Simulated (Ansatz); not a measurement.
Si:
```cif
data_Si2
_chemical_formula_sum 'Si2'
_space_group_name_H-M_alt 'P 1'
_space_group_IT_number 1
_cell_length_a 3.84946
_cell_length_b 3.84946
_cell_length_c 3.84946
_cell_angle_alpha 60.000
_cell_angle_beta 60.000
_cell_angle_gamma 60.000
loop_
_space_group_symop_operation_xyz
  'x, y, z'
loop_
_atom_site_label
_atom_site_type_symbol
_atom_site_fract_x
_atom_site_fract_y
_atom_site_fract_z
_atom_site_occupancy
Si1 Si 0.75000 0.75000 0.75000 1
Si2 Si 0.50000 0.50000 0.50000 1
```

Relaxed with r²SCAN. Independent-particle spectrum: no excitons, no local fields, no scissors shift; 0.1 eV broadening; ε₁ of the summed bands alone.

Q: Tabulate the dielectric function from r²SCAN (plane waves, PAW; program Ansatz).

A: 

| E (eV) | ε₁ xx | ε₂ xx |
|---|---|---|
| 0.0 | 11.92 | 0.00 |
| 0.4 | 12.02 | 0.00 |
| 0.8 | 12.34 | 0.00 |
| 1.2 | 12.93 | 0.00 |
| 1.6 | 13.90 | 0.00 |
| 2.0 | 15.47 | 0.00 |
| 2.4 | 18.31 | 0.00 |
| 2.8 | 25.58 | 2.03 |
| 3.2 | 28.24 | 18.00 |
| 3.6 | 22.82 | 21.29 |
| 4.0 | 26.48 | 44.80 |
| 4.4 | -14.51 | 27.05 |
| 4.8 | -8.14 | 19.39 |
| 5.2 | -10.49 | 13.05 |
| 5.6 | -8.94 | 10.02 |
| 6.0 | -8.00 | 7.37 |
| 6.4 | -7.14 | 5.46 |
| 6.8 | -6.07 | 4.08 |
| 7.2 | -4.98 | 3.43 |
| 7.6 | -4.52 | 3.06 |
| 8.0 | -4.01 | 2.42 |
| 8.4 | -3.62 | 2.05 |
| 8.8 | -3.19 | 1.67 |
| 9.2 | -2.87 | 1.38 |
| 9.6 | -2.49 | 1.12 |
| 10.0 | -2.17 | 0.96 |
| 10.4 | -1.90 | 0.82 |
| 10.8 | -1.67 | 0.72 |
| 11.2 | -1.47 | 0.63 |
| 11.6 | -1.28 | 0.55 |
| 12.0 | -1.11 | 0.49 |

Q: From ε at 3.3 eV (xx: 25.34 + 19.18i), find n, k, the normal reflectivity and the absorption coefficient.

A: n = 5.34, k = 1.794, R = 51 %, α = 2kE/ħc = 600000 cm⁻¹.

With all bands, ε∞ without local fields is 11.9. DFPT, with local fields, gives 11.7.

Space group Fd-3m (diamond). The r²SCAN relaxation kept the symmetry of its start; phonons on a q-mesh show no instability.

Potentials: the earlier of the program's two PAW sets.
